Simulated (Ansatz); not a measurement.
# Structures of MgO$_{2}$: which is lowest?

Plane-wave DFT in Ansatz with scalar-relativistic PAW potentials, cutoff 420 eV, Γ-centred meshes chosen by cell and gap, Gaussian smearing with energies taken to zero width. Every cell was relaxed (cell and atoms) in a run of its own, within the symmetry of its start. Functional: PBEsol.

Relaxed structures (starts from databases or built by putting these elements on another compound's sites):
A. R-3m, 3 atoms in the computed cell, a = 3.168 Å, c = 10.372 Å; sites (symmetry × multiplicity) Mg -3m × 3, O 3m × 6; start: database
B. Pa-3, 12 atoms in the computed cell, a = 4.841 Å; sites (symmetry × multiplicity) Mg .-3. × 4, O .3. × 8; start: database

Rank them by energy. Could pressure change the order?

```csv
structure,group,E − E(lowest) (meV/atom),V (Å³/atom),gap on mesh (eV)
B,Pa-3,0.0,9.45,3.97
A,R-3m,75,10.01,2.48
```

B is lowest, 75 meV/atom under A. The lowest is also the densest of these, so pressure wouldn't bring one of the others in at first order. Other structures may lie lower than all of these, and vibrations aren't counted.